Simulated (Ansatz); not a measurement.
Si (diamond)

```
CELL_PARAMETERS angstrom
      0.00000     2.71678     2.71678
      2.71678     0.00000     2.71678
      2.71678     2.71678     0.00000
ATOMIC_POSITIONS crystal
  Si 0.50000 0.50000 0.50000
  Si 0.75000 0.75000 0.75000
```

Scan: atom 1 (Si, nearest neighbour Si at 2.353 Å; its periodic images, 3.8 Å or more away, move with it) is displaced along Cartesian [111], direction (0.577, 0.577, 0.577) in Cartesian axes, by s. The other atoms stay.

Computed with PBEsol (plane waves to 420 eV, PAW, scalar-relativistic; Ansatz, an electronic-structure program). k mesh 9×9×9 (Γ-centred), Fermi-Dirac smearing 0.05 eV. Energies are smeared free energies. As the smearing reaches across the gap at some points, energies and forces of such displacements shift with the k mesh and the smearing. Si was relaxed with its symmetry unable to fall. The PAW data are Ansatz's earlier set. ΔE is measured from the undisplaced structure.

Successive frames, forces in eV/Å:

```csv
frame,ΔE (meV/cell),F on Si1,F on Si2
s = -0.096 Å,55,"(0.623, 0.623, 0.623)","(-0.623, -0.623, -0.623)"
s = -0.048 Å,15,"(0.341, 0.341, 0.341)","(-0.341, -0.341, -0.341)"
s = 0.000 Å,0,"(0.000, 0.000, 0.000)","(0.000, 0.000, 0.000)"
s = 0.048 Å,16,"(-0.398, -0.398, -0.398)","(0.398, 0.398, 0.398)"
```

What are the energy and the forces in the next frame, s = 0.096 Å?

ΔE (meV/cell) = 68.

| atom | Fx | Fy | Fz |
|---|---|---|---|
| Si1 | -0.850 | -0.850 | -0.850 |
| Si2 | 0.850 | 0.850 | 0.850 |

(A displaced cell: forces are minus the slopes of the energy, force constants its curvatures, and phonons follow from these.)
